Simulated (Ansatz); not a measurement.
BeTe (rock salt, Fm-3m) is relaxed with plane-wave PAW r²SCAN (Ansatz code). What lattice parameters of the conventional cell result?

a = 5.370 Å.

Is it a metal or does it have a gap at this level?

No gap at this level.

The start of the workflow was typed in or built on a structure type; neither database checked (COD, Materials Project) lists it. COD files the formula under space group No. 216, so this cell is another polymorph or a model. Its standing as an ambient phase is unchecked. The cell was relaxed with r²SCAN under the symmetry of its start; whether a distortion lowers the energy is not shown. Spin–orbit coupling is left out wherever it is not named.

Potentials: the later of the program's two PAW sets.
